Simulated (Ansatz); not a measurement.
# Si2Mo: do energies and stresses tell the same story?

Method: DFT r2SCAN, scalar-relativistic, plane waves, PAW in Ansatz.

Cutoff 500 eV; k points 18×18×18 on the computed 3-atom cell (Γ-centred); Gaussian smearing, width 0.10 eV; no spin polarisation.

Relaxed cell: I4/mmm, a = 3.202 Å, b = 3.202 Å, c = 7.819 Å, α = 90.00°, β = 90.00°, γ = 90.00°, 3 atoms in the primitive cell.

Energies at zero smearing and pressures from the stress tensor, at volumes with shape and atoms relaxed:
| V (Å³/atom) | E − E(first) (meV/atom) | P (GPa) |
| --- | --- | --- |
| 12.557 | 0.00 | 15.42 |
| 12.958 | -27.84 | 7.08 |
| 13.358 | -36.43 | -0.01 |
| 13.759 | -28.66 | -6.03 |
| 14.160 | -7.02 | -11.12 |

**Question.** Check P = −dE/dV between neighbouring volumes, and get the bulk modulus from the pressures alone.

**Answer.** With 1 eV/Å³ = 160.2 GPa:
```json
{"middle V (Å³/atom)": "12.757", "−ΔE/ΔV (GPa)": "11.131", "mean P (GPa)": "11.247"}
{"middle V (Å³/atom)": "13.158", "−ΔE/ΔV (GPa)": "3.432", "mean P (GPa)": "3.532"}
{"middle V (Å³/atom)": "13.559", "−ΔE/ΔV (GPa)": "-3.106", "mean P (GPa)": "-3.023"}
{"middle V (Å³/atom)": "13.960", "−ΔE/ΔV (GPa)": "-8.648", "mean P (GPa)": "-8.579"}
```

The two differ by 0.12 GPa at most. The mean of two end pressures misses the average over a step by about ΔV² P″/12, up to 0.11 GPa here; with that taken off 0.00 GPa remains. Around V = 13.358 Å³/atom, the two neighbours give B = −V ΔP/ΔV = 13.358 × 13.11 / 0.802 = 218.5 GPa, against B0 = 217.3 GPa from the Birch–Murnaghan fit of the energies.